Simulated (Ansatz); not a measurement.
CsNiN: changing the starting magnetic order

It takes space group P-6m2 (No. 187, hexagonal). Conventional cell: a = 5.537 Å, b = 5.537 Å, c = 3.447 Å, α = 90.00°, β = 90.00°, γ = 120.00°. Cs (site symmetry -6m2) has 3 N at 3.20 Å and 2 Cs at 3.45 Å and 6 Ni at 3.63 Å as nearest neighbours. Ni (site symmetry -6m2) is surrounded by 2 N at 1.72 Å. Around N (site symmetry -6m2) lie 2 Ni at 1.72 Å.

The cell comes from a database or a generator and needn't be the stable form of this composition.

Kept alike: task single point; functional PBE; k mesh 6 × 6 × 8; occupations fermi-dirac, width 0.05 eV. Program: Ansatz, Ansatz PAW, cutoff 420 eV. The mesh is that of the run's cell of 3 atoms. No spin-orbit coupling.

```csv
starting magnetic order,largest site moment (μB),moment of the cell (μB),free energy over the lowest row (meV/atom)
fm,0.21,0.40,0.00
random,0.21,0.40,0.00
spin off,0.00,0.00,1.16
```

For a metal such a mesh leaves the last digits unconverged. Moments of the cell are magnitudes, and a label names the start alone. The runs hold the magnetic state that their start led to, which needn't be the lowest. The row without spin has no moments by construction. Site moments count inside each atom's sphere or projector.

Task: What does the starting magnetic order change here?

Result: The largest site moment runs from 0.00 (spin off) to 0.21 μB (fm; random). The moment of the cell runs from 0.00 (spin off) to 0.40 μB (fm; random). The free energy is lowest at fm; random, and 1.16 meV an atom higher at spin off. Starts that end at one energy have found one state: fm; random.
